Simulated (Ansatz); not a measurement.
Steps from a short run of molecular dynamics on a 2×2×1 supercell (16 atoms) of MgCdS₂ (ordering on rocksalt), relaxed with r2SCAN; forces from r2SCAN in Ansatz 0.2.0, 2×2×2 mesh, Fermi-Dirac smearing of 0.020 eV, a Nosé-Hoover thermostat at fixed volume, set at 100 K. Classical nuclei, no spin polarisation; a few dozen steps show the first response, not equilibrium. The structure comes from a prototype and may be hypothetical.

Cell vectors in Å:
```
7.5660 0.0000 0.0000
0.0000 7.5660 0.0000
0.0000 0.0000 5.3524
```

Problem. At 44 fs the positions in Å are
```
Mg   0.061  -0.005  -0.015
S    0.011   0.013   2.710
Cd   1.939   1.897   2.670
S    1.984   1.864   0.003
Mg  -0.170   3.786  -0.093
S   -0.005   3.770   2.637
Cd   1.914   5.701   2.683
S    1.893   5.643   0.021
Mg   3.759   0.039   0.090
S    3.774  -0.023   2.782
Cd   5.648   1.910   2.625
S    5.723   1.810   0.014
Mg   3.724   3.724  -0.024
S    3.768   3.732   2.666
Cd   5.640   5.693   2.699
S    5.663   5.668   0.000
```
What are the forces, and how far does the free energy (smearing included) lie above that of step 0, with the atoms on their sites?

Solution. 9.7 meV an atom; forces in eV/Å:
```
Mg  -0.061  -0.086   0.057
S    0.013   0.008  -0.117
Cd  -0.422  -0.055   0.012
S   -0.374  -0.006   0.040
Mg   0.380   0.048   0.180
S   -0.048   0.127   0.147
Cd  -0.240  -0.162   0.022
S   -0.049  -0.001  -0.056
Mg   0.096  -0.282  -0.120
S    0.168  -0.005  -0.302
Cd   0.223  -0.138   0.214
S   -0.094   0.201  -0.198
Mg   0.137   0.235   0.043
S    0.160   0.266   0.055
Cd   0.217  -0.063  -0.108
S   -0.106  -0.087   0.133
```

Problem. At 56 fs the positions in Å are
```
Mg   0.075  -0.020  -0.012
S    0.012   0.019   2.709
Cd   1.942   1.896   2.669
S    1.976   1.857   0.008
Mg  -0.173   3.795  -0.099
S   -0.014   3.777   2.639
Cd   1.915   5.704   2.685
S    1.889   5.633   0.023
Mg   3.760   0.014   0.103
S    3.791  -0.032   2.786
Cd   5.645   1.911   2.616
S    5.730   1.806  -0.001
Mg   3.720   3.737  -0.026
S    3.784   3.743   2.668
Cd   5.635   5.697   2.702
S    5.650   5.657   0.014
```
What are the forces, and how far does the free energy (smearing included) lie above that of step 0, with the atoms on their sites?

Solution. 9.2 meV an atom; forces in eV/Å:
```
Mg  -0.131   0.000   0.051
S    0.067  -0.035  -0.110
Cd  -0.391  -0.012   0.038
S   -0.259  -0.004   0.017
Mg   0.355  -0.034   0.195
S    0.037   0.128   0.144
Cd  -0.256  -0.174   0.018
S   -0.056   0.020  -0.065
Mg   0.111  -0.162  -0.149
S    0.025   0.062  -0.298
Cd   0.249  -0.136   0.189
S   -0.126   0.175  -0.116
Mg   0.155   0.128   0.048
S   -0.016   0.165   0.051
Cd   0.304  -0.084  -0.075
S   -0.068  -0.037   0.063
```
